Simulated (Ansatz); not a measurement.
Below is a relaxed structure of Ti3Si4Ni. The cell was found from a structure generator's guess, not taken from experiment.

Method: DFT PBE, scalar-relativistic, plane waves, PAW (Ansatz). Cutoff 420 eV, Γ-centred mesh, Gaussian smearing, no spin polarisation.

```
Ti Si Ni
1.0
     3.40009    0.00000    0.00000
     0.00000    6.32403    0.00000
     0.00000    0.00000    5.27323
Ti Si Ni
3 4 1
Direct
  0.50000 0.50000 0.37419
  0.00000 0.23737 0.63619
  0.00000 0.76263 0.63619
  0.50000 0.50000 0.87109
  0.50000 0.00000 0.87481
  0.00000 0.23608 0.13783
  0.00000 0.76392 0.13783
  0.50000 0.00000 0.33187
```

Energies over the elements count from the elements' standard structures at the same level, with no fitted energy shifts.

Task: Find its symmetry and describe it.

Result: Pmm2 (No. 25). Conventional cell: a = 3.400 Å, b = 6.324 Å, c = 5.273 Å. Around Ti on a site of symmetry mm2 lie 6 Si at 2.62–2.69 Å, 4 Ti at 2.75 Å, 2 Ni at 3.17 Å and 2 Ti at 3.40 Å; around Ti on a site of symmetry m lie 6 Si at 2.59–2.68 Å, 2 Ti at 2.75 Å, 2 Ni at 2.78 Å, 1 Ti at 3.00 Å and 3 Ti at 3.32–3.40 Å; around Si on a site of symmetry mm2 lie 6 Ti at 2.62–2.68 Å, 4 Si at 2.77 Å, 2 Si at 3.16 Å and 2 Si at 3.40 Å; around Ni lie 5 Si at 2.41–2.48 Å, 4 Ti at 2.78 Å, 1 Si at 2.86 Å and 2 Ti at 3.17 Å; 2 more sites not described.

Task: How far does it lie from the elements in energy?

Result: −0.43 eV/atom.

Task: Is it a metal?

Result: Yes, bands cross the Fermi level on the 12×6×8 mesh.

The last run used a 12×6×8 mesh (in the run's order of axes) for its 8-atom cell and Gaussian smearing of 0.10 eV. Trial moments died out on the coarse mesh, so the last step has no spin; another magnetic start might hold. A structure relaxed within its symmetry needn't be a true minimum. Another cell of Ti3Si4Ni relaxed alike, in Pmm2, lies 47 meV/atom lower, so this cell isn't the stable form at this level.
